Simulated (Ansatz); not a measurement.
YGeO:
Space group P4/nmm, origin choice 1 (No. 129); a = b = 3.453 Å, c = 8.036 Å, α = β = γ = 90.00°

| atom | site | symmetry | x | y | z |
|---|---|---|---|---|---|
| Y | 2c | 4mm | 0.5000 | 0.0000 | 0.3300 |
| Ge | 2a | -4m2 | 0.0000 | 0.0000 | 0.0000 |
| O | 2c | 4mm | 0.0000 | 0.5000 | 0.3899 |

Relaxed with r²SCAN.

Tabulate the valence density and the electron localisation function along the shortest Y–Ge contact (3.16 Å), plane-wave PAW r²SCAN (Ansatz code).



```tsv
distance from Y (Å)	density (e/Å³)	ELF
0.32	3.41	0.69
0.47	3.35	0.83
0.63	2.50	0.87
0.79	1.45	0.83
0.95	0.70	0.63
1.11	0.33	0.27
1.27	0.19	0.10
1.42	0.15	0.13
1.58	0.16	0.32
1.74	0.20	0.55
1.90	0.26	0.65
2.06	0.34	0.62
2.21	0.48	0.55
2.37	0.72	0.47
2.53	1.70	0.33
2.69	6.06	0.19
2.85	18.75	0.15
```

The density is the valence pseudo-density with augmentation charge, so density and ELF within about 1 Å of a nucleus are not all-electron values.

The start of the workflow was typed in or built on a structure type; neither database checked (COD, Materials Project) lists it. Whether it is the stable phase at ambient conditions was not checked. The cell was relaxed with r²SCAN under the symmetry of its start; whether a distortion lowers the energy is not shown. No spin polarisation was allowed.

Potentials: the earlier of the program's two PAW sets. The files were generated under PBE; for other functionals the program regenerates the frozen cores, and for LDA and PBEsol the local potential too.
